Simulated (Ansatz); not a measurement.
Tl:
```xyz
4
Lattice="3.5368 0.0000 0.0000 -1.7684 3.0629 0.0000 0.0000 0.0000 11.5084" Properties=species:S:1:pos:R:3 pbc="T T T"
Tl     0.0000     0.0000     0.0000
Tl     0.0000     0.0000     5.7542
Tl     0.0000     2.0420     2.8771
Tl     1.7684     1.0210     8.6313
```

Relaxed with PBE. Special points in fractions of this cell's reciprocal vectors: Γ (0.000, 0.000, 0.000); M (0.500, 0.000, 0.000); K (0.333, 0.333, 0.000); A (0.000, 0.000, 0.500); L (0.500, 0.000, 0.500); H (0.333, 0.333, 0.500).

Problem. List the band energies nearest the Fermi level at these points for PBE (plane waves, PAW; program Ansatz).

Solution. In eV from the Fermi level; about four levels below and three above (degenerate sets whole), none deeper than 8.9 eV; points with the same levels are listed once.

| k | below | above |
|---|---|---|
| Γ | -8.21 -8.19 -5.29 -2.55 | 2.84 2.86 7.62 7.62 |
| M | -4.09 -2.36 -2.06 -0.33 | 0.12 1.82 2.72 |
| K | -0.49 -0.49 -0.31 -0.31 | 1.54 2.19 2.19 |
| A | -6.64 -6.64 -0.58 -0.58 | 6.78 6.78 7.86 7.86 7.86 7.86 |
| L | -1.64 -1.64 -0.97 -0.97 | 3.29 3.29 4.25 4.25 |
| H | -4.36 -4.36 -0.93 -0.93 | 0.12 0.12 0.85 0.85 |

Space group P6_3/mmc (dhcp (α-La type)). The workflow started from a Materials Project entry (that database holds measured and hypothetical structures alike). Its sites differ from those of the usual phase in this space group: another stacking or structure type. The cell was relaxed with PBE under the symmetry of its start; its stability against distortions is not shown here. Spin–orbit coupling is left out wherever it is not named.

Potentials: the later of the program's two PAW sets.
